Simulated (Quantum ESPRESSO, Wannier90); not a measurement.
**Mg2Ge (anti-fluorite): Wannier90 run**

```
CELL_PARAMETERS angstrom
      0.00000     3.18430     3.18430
      3.18430     0.00000     3.18430
      3.18430     3.18430     0.00000
ATOMIC_POSITIONS crystal
  Mg 0.75000 0.75000 0.75000
  Mg 0.25000 0.25000 0.25000
  Ge 0.00000 0.00000 0.00000
```

Materials Project entry mp-408; symmetrised, unrelaxed at this level. COD (Crystallography Open Database) has an entry of this formula and space group (matched by these alone). Method: LDA plane waves in Quantum ESPRESSO 7.5 (PseudoDojo norm-conserving files, 68 Ry, no spin polarisation, no spin-orbit coupling), Bloch states on a 8×8×8 mesh through Γ, Wannier90 4.0.1. Density: 8×8×8 mesh, cold smearing 0.01 Ry. Spin-orbit coupling, left out, would split the p-like bands by a few tenths of an eV. The gap is small at this level and was sampled on the meshes and a path alone.

Base run: 12 functions from bands 14-34 of the 34 computed, start hydrogen-like Mg: s;p; Ge: s;p, centres 0.05 Å off the atoms, frozen window up to 1.63 eV relative to the valence-band maximum, outer window open. Rows change the key named; with other orbitals the number of functions and the frozen window follow, as listed; window edges are relative to the valence-band maximum. The misfit compares interpolated bands with pw.x on a high-symmetry path, for states up to 1.1 eV relative to the valence-band maximum. Converged means that the tolerances were met: symmetric starts can stop on a saddle, which shows as a larger Ω_OD at equal Ω_I and can move the misfit too.

Rows with other orbitals or bands describe another subspace, so their Ω_I can't be set against the base's. Runs that didn't settle are not listed.

| setting | orbitals | bands | functions | frozen to (eV) | Ω_I (Å²) | Ω_D (Å²) | Ω_OD (Å²) | rms misfit (meV) | worst (meV) | ended |
|---|---|---|---|---|---|---|---|---|---|---|
| base | Mg sp, Ge sp | 14-34 | 12 | 1.63 | 20.35 | 0.00 | 3.16 | 6.6 | 33 | converged |
| num_iter = 0 (projection only), orbitals on the atoms | Mg sp, Ge sp | 14-34 | 12 | 1.63 | 20.35 | 0.01 | 13.21 | 7.4 | 49 | no minimisation |
| start: the same orbitals exactly on the atoms | Mg sp, Ge sp | 14-34 | 12 | 1.63 | 20.35 | 0.00 | 3.17 | 6.5 | 33 | converged |
| start: SCDM erfc, mu = fit minus three sigma, no disentanglement steps | Mg 3s, Ge 4s, Ge 4p | 14-34 | 6 | none | 29.76 | 1.28 | 9.05 | 29 | 160 | converged |
